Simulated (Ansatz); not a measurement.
YMg3:
```
CELL_PARAMETERS angstrom
      0.00000     3.65710     3.65710
      3.65710     0.00000     3.65710
      3.65710     3.65710     0.00000
ATOMIC_POSITIONS crystal
  Y  0.00000 0.00000 0.00000
  Mg 0.25000 0.25000 0.25000
  Mg 0.75000 0.75000 0.75000
  Mg 0.50000 0.50000 0.50000
```

Relaxed with r²SCAN. Special points in fractions of this cell's reciprocal vectors: Γ (0.000, 0.000, 0.000); X (0.500, 0.000, 0.500); U (0.625, 0.250, 0.625); K (0.375, 0.375, 0.750); L (0.500, 0.500, 0.500); W (0.500, 0.250, 0.750).

Q: List the band energies nearest the Fermi level at these points for r²SCAN in the plane-wave PAW code Ansatz.

A: In eV from the Fermi level; about four levels below and three above (degenerate sets whole), none deeper than 8.9 eV; points with the same levels are listed once.

| k | below | above |
|---|---|---|
| Γ | -6.71 -0.68 -0.68 -0.68 | 0.95 0.95 2.02 2.02 2.02 |
| X | -3.60 -2.13 -0.89 -0.89 | 0.09 1.83 1.83 |
| U | -3.36 -3.20 -0.87 -0.82 | 1.35 1.56 1.93 |
| L | -4.43 -4.39 -0.89 -0.89 | 1.14 1.59 1.59 |
| W | -3.44 -3.13 -3.13 -2.40 | 0.81 0.81 1.32 |

Space group Fm-3m. The workflow started from a Materials Project entry (that database holds measured and hypothetical structures alike); the Crystallography Open Database copy checked does not list it. With Y and Mg taken as one species the cell has the higher symmetry Im-3m, so it may be an ordered model of a mixed-site phase. Whether it is the stable phase at ambient conditions was not checked. The r²SCAN relaxation kept the symmetry of its start; whether a distortion lowers the energy is not shown. No spin polarisation was allowed. Scalar-relativistic: spin–orbit coupling is off unless named, which matters more the heavier the elements.

Potentials: the later of the program's two PAW sets.
